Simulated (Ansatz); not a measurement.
# Data sheet: GaAs (DFT)

GaAs:
Space group Fm-3m (No. 225); a = b = c = 5.304 Å, α = β = γ = 90.00°

```csv
atom,site,symmetry,x,y,z
As,4a,m-3m,0.0000,0.0000,0.0000
Ga,4b,m-3m,0.5000,0.5000,0.5000
```
(The calculation used a cell of 2 atoms; values per cell refer to that cell.)

Space group Fm-3m (No. 225), rock salt; conventional cell a = b = c = 5.3041 Å, α = β = γ = 90.00°.

Method: PBEsol in the plane-wave PAW code Ansatz. Geometry: relaxed at this level of theory. Other levels are named where they apply.

Cell and energy:

- Volume per atom: 18.65 Å³
- Density: 6.44 g/cm³
- Formation energy from the elements (no fitted shifts): -0.046 eV/atom

Electronic structure:

* **Electronic character**: metallic (no gap)
* **Density of states at the Fermi level**: 0.52 states/eV per atom (mean over ±0.08 eV)
* **Gap with spin–orbit coupling**: none (metallic)

Mechanics:

* **Bulk modulus (Birch–Murnaghan fit)**: 81.5 GPa
* **Pressure derivative B′**: 4.7
* **Elastic constants (relaxed ions, GPa)**: C11 = 161, C12 = 42.3, C44 = 13.8
* **Mechanical stability**: stable (all eigenvalues of C positive)
* **Hill bulk and shear moduli**: 81.9 and 26.0 GPa
* **Young's modulus**: 70.6 GPa
* **Poisson's ratio**: 0.36
* **Debye temperature from the elastic constants**: 254 K

Phonons:

* **Highest zone-centre frequency**: 127 cm⁻¹
* **Zone-centre stability**: no imaginary mode at Γ

The start of the workflow was typed in or built on a structure type; neither database checked (COD, Materials Project) lists it. It is not the phase usual at ambient conditions (space group No. 216). Symmetry was held in the PBEsol relaxation. As this level gives no gap, shear constants depend on the k-mesh and smearing (Fermi–Dirac, 0.1 eV here). As this level gives no gap, phonon frequencies hold no LO–TO term and depend on the k-mesh and smearing (Fermi–Dirac, 0.1 eV here). The references are the lowest solids computed at this level, not always the standard phases. Spin–orbit coupling is left out wherever it is not named.

Potentials: the earlier of the program's two PAW sets. The files were generated under PBE; for other functionals the program regenerates the frozen cores, and for LDA and PBEsol the local potential too.
